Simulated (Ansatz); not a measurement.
Profile along the O–Fe line in FeO (rock salt)

FeO (rock salt)

```xyz
2
Lattice="0.0000 2.1229 2.1229 2.1229 0.0000 2.1229 2.1229 2.1229 0.0000" Properties=species:S:1:pos:R:3 pbc="T T T"
O      0.0000     0.0000     0.0000
Fe     2.1229     2.1229     2.1229
```

Fields along a shortest O–Fe line of a {100} plane (2.12 Å), from O to Fe, interpolated on the slice's grid (step about 0.1 Å). The numbers are results of PBEsol (plane waves to 420 eV, PAW, scalar-relativistic; Ansatz, a first-principles code), not measurements. k mesh 19×19×19. These are valence fields of a PAW run, semicore shells included where kept as valence: close to a nucleus they are smooth pseudo fields. FeO is run spin-polarised and with no Hubbard U; the real compound is an antiferromagnetic insulator, a state that this run doesn't describe. FeO was relaxed with its symmetry unable to fall. Relaxed FeO ends ferromagnetic. The magnetic order is the one the run started from; other orders were not tried.

| distance from O (Å) | valence electron density (e/Å³) | spin density, up minus down (e/Å³) | electron localisation function | ELF of the up spins | ELF of the down spins |
|---|---|---|---|---|---|
| 0.00 | 7.62 | 0.61 | x | x | x |
| 0.21 | 6.70 | 0.53 | x | x | x |
| 0.42 | 4.07 | 0.30 | 0.76 | 0.76 | 0.75 |
| 0.64 | 1.64 | 0.08 | 0.81 | 0.81 | 0.82 |
| 0.85 | 0.70 | 0.03 | 0.57 | 0.47 | 0.71 |
| 1.06 | 0.44 | 0.07 | 0.13 | 0.11 | 0.18 |
| 1.27 | 0.71 | 0.24 | 0.14 | 0.21 | 0.06 |
| 1.48 | 3.14 | 1.00 | 0.39 | 0.41 | 0.35 |
| 1.70 | 11.15 | 2.95 | 0.65 | 0.58 | 0.74 |
| 1.91 | 26.29 | 6.74 | x | x | x |
| 2.12 | 35.78 | 9.41 | x | x | x |

x: too close to a nucleus for the ELF to mean much.

Density on the O–Fe line (2.12 Å) at its midpoint: 0.44 e/Å³. ELF at that point: 0.13.
